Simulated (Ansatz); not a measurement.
ZrO₂ (tetragonal-ZrO2 type, space group P4_2/nmc)

```
CELL_PARAMETERS angstrom
      3.58448     0.00000     0.00000
      0.00000     3.58448     0.00000
      0.00000     0.00000     5.17719
ATOMIC_POSITIONS crystal
  Zr 0.00000 0.00000 0.00000
  Zr 0.50000 0.50000 0.50000
  O  0.00000 0.50000 0.20147
  O  0.00000 0.50000 0.70147
  O  0.50000 0.00000 0.29853
  O  0.50000 0.00000 0.79853
```

The slice is a (010) plane (indices of the conventional cell) through the point (0.000, 0.000, 0.000) (fractional), spanned by u = [100] and v = [001] in vectors of this cell: u (3.58 Å) and v (5.18 Å, at 90° to u). It covers one period; positions are fractions (u, v).

The numbers are results of PBEsol (plane waves to 420 eV, PAW, scalar-relativistic; Ansatz, an electronic-structure program), not measurements. k mesh 9×9×7. These are valence fields of a PAW run, semicore shells included where kept as valence: close to a nucleus they are smooth pseudo fields. This is a high-temperature form of ZrO2. ZrO2 is run without spin polarisation. ZrO2 was relaxed with its symmetry unable to fall.

Problem. Around which element is the density of the highest valence band (whole band, smooth part) largest on this plane?

Solution. O. Mean over a disc round each atom, of radius 0.45 times the shortest bond: O 0.102, Zr 0.009 e/Å³.

Problem. Around which element is the density of the lowest conduction band (whole band as if filled, smooth part) largest on this plane?

Solution. Zr. Mean over a disc round each atom, of radius 0.45 times the shortest bond: Zr 0.080, O 0.011 e/Å³.

Problem. What is the valence density on the shortest Zr–O line in this plane (2.07 Å), at its minimum between the atoms?

Solution. 0.71 e/Å³.

Problem. Sketch the density of the lowest conduction band (whole band as if filled, smooth part) on this plane as a map.

Solution. 
```
|   .:.        .:.  |
|-:.              .:|
|%*-.            .-*|
|@%=:            :=%|
|#*=:            :=*|
|==:.            .:=|
|::..            ..:|
|...              ..|
|                   |
|                   |
|                   |
|                   |
|                   |
|                   |
|                   |
|                   |
|                   |
|                   |
|        .  .       |
|...     .  .     ..|
|::..            ..:|
|==:.            .:=|
|#*=.            .=*|
|@%=.            .=%|
|%*-.            .-*|
|-:                :|
|   .:..      ..:.  |
|  .:::.      .:::. |
```
Scale: ten equal steps from 0.001 (start of ' ') to 0.277 (end of '@'), in the order ' .:-=+*#%@'. Values: density of the lowest conduction band (whole band as if filled, smooth part) in e/Å³. The map has 19 points along u (one character each, u = 0 at the left) and 28 along v (v = 0 in the bottom row).
